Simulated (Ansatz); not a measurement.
GaNi (CsCl type, Pm-3m) at seven volumes, the program Ansatz at the PBEsol level (PAW), scaled uniformly. One row is withheld.

```tsv
V (Å³/atom)	P (GPa)
10.789	20.84
11.145	12.66
11.500	5.79
11.856	0.01
12.212	-4.84
12.567	?
12.923	-12.30
```

### Question
Fit the shown pressures and predict the withheld one.

### Answer
P = (3/2)B₀(x^(7/2) − x^(5/2))[1 + (3/4)(B′ − 4)(x − 1)] with x = (V₀/V)^(2/3). Least squares on the six rows gives V₀ = 11.857 Å³/atom, B₀ = 176 GPa, B′ = 4.82. At V = 12.567, x = 0.9620 and P = -8.90 GPa. The run itself gave -8.90 GPa.

The first step of the workflow began from a Materials Project structure, measured or hypothetical; the Crystallography Open Database files this formula in space group No. 221, but the cells were not matched. Its standing as an ambient phase is unchecked. The PBEsol relaxation kept the symmetry of its start; of distortions, only those at the zone centre were tested. No spin polarisation was allowed.

Potentials: the later of the program's two PAW sets.
